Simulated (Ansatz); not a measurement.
Data:

SnMo₂C:
```cif
data_C2Mo4Sn2
_chemical_formula_sum 'Sn2 Mo4 C2'
_space_group_name_H-M_alt 'P63/mmc'
_space_group_IT_number 194
_space_group_name_Hall '-P 6c 2c'
_cell_length_a 3.18443
_cell_length_b 3.18443
_cell_length_c 13.41010
_cell_angle_alpha 90.000
_cell_angle_beta 90.000
_cell_angle_gamma 120.000
loop_
_atom_site_label
_atom_site_type_symbol
_atom_site_symmetry_multiplicity
_atom_site_Wyckoff_symbol
_atom_site_fract_x
_atom_site_fract_y
_atom_site_fract_z
_atom_site_occupancy
Sn1 Sn 2 d 0.66667 0.33333 0.25000 1
Mo1 Mo 4 f 0.33333 0.66667 0.08084 1
C1 C 2 a 0.00000 0.00000 0.00000 1
```

This is the r²SCAN-relaxed structure.

### Question
All from plane-wave PAW r²SCAN (Ansatz code), unless another level is named. Estimate the electronic character.

### Answer
metallic (no gap).

### Question
Next, the density of states at the Fermi level?

### Answer
0.65 states/eV per atom (mean over ±0.08 eV).

### Question
Predict the formation energy from the elements (no fitted shifts).

### Answer
0.031 eV/atom.

### Question
Give the gap with spin–orbit coupling.

### Answer
none (metallic).

Space group P6_3/mmc. The start of the workflow was typed in or built on a structure type; neither database checked (COD, Materials Project) lists it. Whether it is the stable phase at ambient conditions was not checked. The r²SCAN relaxation kept the symmetry of its start; its stability against distortions is not shown here. No spin polarisation was allowed. The references are the lowest solids computed at this level, not always the standard phases. Scalar-relativistic: spin–orbit coupling is off unless named, which matters more the heavier the elements.

Potentials: the later of the program's two PAW sets.
